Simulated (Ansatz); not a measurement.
**Profile along the Ti–Ti line in TiHg (space group P4/mmm)**

TiHg (space group P4/mmm)

```
TiHg
1.0
    2.98407     0.00000     0.00000
    0.00000     2.98407     0.00000
    0.00000     0.00000     4.11248
Ti Hg
1 1
Direct
  0.50000   0.50000   0.50000
  0.00000   0.00000   0.00000
```

Fields along a shortest Ti–Ti line of a (010) plane (2.98 Å), from Ti to Ti, interpolated on the slice's grid (step about 0.2 Å). Level of theory: r2SCAN (plane waves to 500 eV, PAW, scalar-relativistic; Ansatz, a program for electronic structure). k mesh 16×16×11. Inside the PAW spheres the values are not all-electron values, and peaks at nuclei hang on which shells count as valence. Spin-orbit coupling is left out, though Hg is heavy. TiHg is run without spin polarisation. TiHg was relaxed with its symmetry unable to fall.

```
distance from Ti (Å)  valence electron density (e/Å³)  electron localisation function
--------------------  -------------------------------  ------------------------------
0.00                                            10.17                               x
0.30                                             8.78                               x
0.60                                             3.77                            0.70
0.89                                             0.67                            0.38
1.19                                             0.23                            0.20
1.49                                             0.19                            0.31
1.79                                             0.23                            0.20
2.09                                             0.67                            0.38
2.38                                             3.77                            0.70
2.68                                             8.78                               x
2.98                                            10.17                               x
```

x: too close to a nucleus for the ELF to mean much.

Density on the Ti–Ti line (2.98 Å) at its midpoint: 0.19 e/Å³. ELF at that point: 0.3.
